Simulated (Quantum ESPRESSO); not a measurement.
**Band energies of LiBH₄**

```xyz
12
Lattice="4.1800 0.0000 0.0000 -2.0900 3.6200 0.0000 0.0000 0.0000 6.7099" Properties=species:S:1:pos:R:3 pbc="T T T"
H      0.0000     2.4133     2.5250
H      2.0900     1.2067     5.8800
H      0.0000     1.2646     4.1489
H      3.0848     0.6323     0.7940
H      0.9948     2.9877     4.1489
H      2.0900     2.3553     0.7940
H     -0.9948     2.9877     4.1489
H      1.0952     0.6323     0.7940
Li     0.0000     2.4133     0.0395
Li     2.0900     1.2067     3.3944
B      0.0000     2.4133     3.7427
B      2.0900     1.2067     0.3878
```

LDA (pw.x of Quantum ESPRESSO, ONCV potentials, scalar-relativistic); path ΓMKΓALHA,LM,KH; energies in eV from the valence-band maximum.

| k (1/Å) | point | band 6 | band 7 | band 8 | band 9 | band 10 | band 11 | band 12 | band 13 |
|---|---|---|---|---|---|---|---|---|---|
| 0.00 | Γ | -0.30 | -0.30 | -0.24 | -0.24 | -0.01 | 6.81 | 6.91 | 7.88 |
| 0.22 |  | -0.70 | -0.48 | -0.46 | -0.24 | -0.01 | 7.02 | 7.12 | 7.58 |
| 0.65 |  | -2.00 | -1.38 | -0.92 | -0.47 | -0.30 | 6.51 | 6.69 | 7.61 |
| 0.87 | M | -2.27 | -1.34 | -1.00 | -0.52 | -0.41 | 6.34 | 6.57 | 7.54 |
| 1.12 |  | -2.21 | -1.47 | -0.89 | -0.83 | -0.41 | 6.39 | 7.12 | 7.83 |
| 1.37 | K | -2.12 | -1.36 | -1.36 | -0.59 | -0.59 | 6.37 | 7.77 | 7.77 |
| 1.54 |  | -2.17 | -1.40 | -1.14 | -0.74 | -0.43 | 6.44 | 7.61 | 7.81 |
| 1.87 |  | -1.73 | -1.16 | -0.63 | -0.63 | -0.15 | 6.97 | 7.30 | 7.77 |
| 2.20 |  | -0.53 | -0.49 | -0.30 | -0.26 | 0.00 | 6.98 | 7.03 | 7.67 |
| 2.37 | Γ | -0.30 | -0.30 | -0.24 | -0.24 | -0.01 | 6.81 | 6.91 | 7.88 |
| 2.61 |  | -0.37 | -0.29 | -0.29 | -0.25 | -0.25 | 6.97 | 7.01 | 7.82 |
| 2.84 | A | -1.22 | -0.27 | -0.27 | -0.27 | -0.27 | 7.14 | 7.14 | 7.77 |
| 3.01 |  | -1.26 | -0.42 | -0.42 | -0.32 | -0.32 | 7.18 | 7.18 | 7.72 |
| 3.36 |  | -1.94 | -0.71 | -0.71 | -0.61 | -0.61 | 6.89 | 6.89 | 7.56 |
| 3.53 |  | -2.40 | -0.73 | -0.73 | -0.67 | -0.67 | 6.75 | 6.75 | 7.38 |
| 3.71 | L | -2.59 | -0.77 | -0.77 | -0.65 | -0.65 | 6.70 | 6.70 | 7.30 |
| 3.87 |  | -2.56 | -1.11 | -1.11 | -0.42 | -0.42 | 6.79 | 6.79 | 7.52 |
| 4.21 | H | -2.50 | -1.63 | -1.63 | -0.21 | -0.21 | 7.17 | 7.17 | 7.80 |
| 4.49 |  | -2.31 | -1.34 | -1.34 | -0.31 | -0.31 | 6.97 | 6.97 | 8.05 |
| 4.78 |  | -1.63 | -0.85 | -0.85 | -0.43 | -0.43 | 7.09 | 7.09 | 7.80 |
| 5.07 |  | -1.24 | -0.37 | -0.37 | -0.30 | -0.30 | 7.17 | 7.17 | 7.73 |
| 5.21 | A | -1.22 | -0.27 | -0.27 | -0.27 | -0.27 | 7.14 | 7.14 | 7.77 |
| 5.21 | L | -2.59 | -0.77 | -0.77 | -0.65 | -0.65 | 6.70 | 6.70 | 7.30 |
| 5.68 | M | -2.27 | -1.34 | -1.00 | -0.52 | -0.41 | 6.34 | 6.57 | 7.54 |
| 5.68 | K | -2.12 | -1.36 | -1.36 | -0.59 | -0.59 | 6.37 | 7.77 | 7.77 |
| 5.83 |  | -2.18 | -1.45 | -1.45 | -0.48 | -0.48 | 6.56 | 7.60 | 7.60 |
| 6.15 | H | -2.50 | -1.63 | -1.63 | -0.21 | -0.21 | 7.17 | 7.17 | 7.80 |

The LDA gap is indirect, 6.27 eV, from 83 % of the way from K to Γ to 50 % of the way from L to M; the smallest direct gap is 6.70 eV. Another valence extremum on the path lies within 0.02 eV, too close to call.

Geometry of the Materials Project entry, not relaxed at this level.

The structure is a Materials Project entry; no match was found in the copy of COD used, and its stability was not checked.
